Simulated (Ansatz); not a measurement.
# Structures of ZrB: which is lowest?

Plane-wave DFT in Ansatz with scalar-relativistic PAW potentials, cutoff 500 eV, Γ-centred meshes chosen by cell and gap, Gaussian smearing with energies taken to zero width. Every cell was relaxed (cell and atoms) in a run of its own, within the symmetry of its start. Functional: r2SCAN.

Relaxed structures (starts from databases or built by putting these elements on another compound's sites):
A. R-3m, 6 atoms in the computed cell, a = 3.476 Å, c = 8.491 Å; sites (symmetry × multiplicity) Zr -3m × 3, B -3m × 3; start: built
B. Pm-3m, 2 atoms in the computed cell, a = 3.027 Å; sites (symmetry × multiplicity) Zr m-3m × 1, B m-3m × 1; start: built
C. P6_3/mmc, 8 atoms in the computed cell, a = 3.423 Å, c = 12.088 Å; sites (symmetry × multiplicity) Zr 3m. × 4, B -3m. × 2 + -6m2 × 2; start: built

Task: Rank them by energy. Could pressure change the order?

Result:
| structure | group | E − E(lowest) (meV/atom) | V (Å³/atom) | gap on mesh (eV) |
| --- | --- | --- | --- | --- |
| A | R-3m | 0.0 | 14.81 | 0.00 |
| C | P6_3/mmc | 267 | 15.33 | 0.00 |
| B | Pm-3m | 571 | 13.87 | 0.00 |

A is lowest, 267 meV/atom under C. B is denser by 0.94 Å³/atom, so pressure favours it: ΔE/ΔV, with ΔE in eV and 1 eV/Å³ = 160.2 GPa, gives about 97 GPa for equal enthalpy if both cells were rigid; at such pressures compression changes ΔV much, so this is a scale only. Other structures may lie lower than all of these, and vibrations aren't counted.